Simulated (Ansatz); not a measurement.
NaBi:
```cif
data_BiNa
_chemical_formula_sum 'Na1 Bi1'
_space_group_name_H-M_alt 'P4/mmm'
_space_group_IT_number 123
_space_group_name_Hall '-P 4 2'
_cell_length_a 3.32599
_cell_length_b 3.32599
_cell_length_c 4.79654
_cell_angle_alpha 90.000
_cell_angle_beta 90.000
_cell_angle_gamma 90.000
loop_
_atom_site_label
_atom_site_type_symbol
_atom_site_symmetry_multiplicity
_atom_site_Wyckoff_symbol
_atom_site_fract_x
_atom_site_fract_y
_atom_site_fract_z
_atom_site_occupancy
Na1 Na 1 d 0.50000 0.50000 0.50000 1
Bi1 Bi 1 a 0.00000 0.00000 0.00000 1
```

This is the LDA-relaxed structure.

**Question.** All from plane-wave PAW LDA (Ansatz code), unless another level is named. Predict the density of states at the Fermi level.

**Answer.** 0.34 states/eV per atom (mean over ±0.08 eV).

**Question.** Predict the formation energy from the elements (no fitted shifts).

**Answer.** -0.35 eV/atom.

The workflow started from a Materials Project entry (that database holds measured and hypothetical structures alike); the Crystallography Open Database copy checked does not list it. With Na and Bi taken as one species the cell has the higher symmetry Fm-3m, so it may be an ordered model of a mixed-site phase. Whether it is the stable phase at ambient conditions was not checked. The cell was relaxed with LDA under the symmetry of its start; of distortions, only those at the zone centre were tested. The references are the lowest solids computed at this level, not always the standard phases. Spin–orbit coupling is left out wherever it is not named.

Potentials: the later of the program's two PAW sets.
